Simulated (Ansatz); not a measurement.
## One relaxed cell of Cs2KYF6 at several levels

A database entry relaxed whole under r2SCAN at zero pressure (Fm-3m, No. 225):

```
K Cs Y F
1.0
     0.00000    4.71789    4.71789
     4.71789    0.00000    4.71789
     4.71789    4.71789    0.00000
K Cs Y F
1 2 1 6
Direct
  0.50000 0.50000 0.50000
  0.25000 0.25000 0.25000
  0.75000 0.75000 0.75000
  0.00000 0.00000 0.00000
  0.77035 0.22965 0.22965
  0.22965 0.77035 0.22965
  0.22965 0.77035 0.77035
  0.77035 0.22965 0.77035
  0.22965 0.22965 0.77035
  0.77035 0.77035 0.22965
```

Its volume is 21.00 Å³ an atom, -0.3 % against the entry's 21.06, a cell as deposited in COD (1970).

Single points on this cell with plane-wave PAW DFT (Ansatz 0.2.0; r2SCAN 500 eV, hybrids 420 eV; fermi-dirac occupations of width 0.020 eV; no moments): r2SCAN on a 6×6×6 Γ-centred mesh; r2SCAN with spin-orbit coupling on a 6×6×6 Γ-centred mesh; HSE06 on a 4×4×4 Γ-centred mesh; PBE0 on a 4×4×4 Γ-centred mesh.

Problem. How do gap, pressure and charges move from level to level?

Solution. The runs give:

| level | gap (eV), or kind | pressure (GPa) | Bader charge of K (e) | Bader charge of Cs (e) | Bader charge of Y (e) | Bader charge of F (e) |
| --- | --- | --- | --- | --- | --- | --- |
| r2SCAN | 7.56 | 0.0 | +0.89 | +0.92 | +2.35 | -0.85 |
| r2SCAN with spin-orbit coupling | 7.56 | 0.0 | +0.89 | +0.92 | +2.35 | -0.85 |
| HSE06 | 8.77 | 0.7 | +0.89 | +0.93 | +2.38 | -0.86 |
| PBE0 | 9.54 | 0.6 | +0.89 | +0.93 | +2.38 | -0.86 |

Under r2SCAN the gap is 7.56 eV, over mesh and band path. HSE06 moves it by +1.21 eV and PBE0 by +1.97 eV; PBE0 keeps its exact exchange at long range, which widens the gap over HSE06's by 0.77 eV on their common mesh. Spin-orbit coupling moves the r2SCAN gap by +0.00 eV.

Caveats: the relaxation kept the start's symmetry; HSE06 is read on its mesh and at the zone's corners, PBE0 on its mesh alone; hybrid pressures are good to a few tenths of a GPa; pressure is positive in compression.
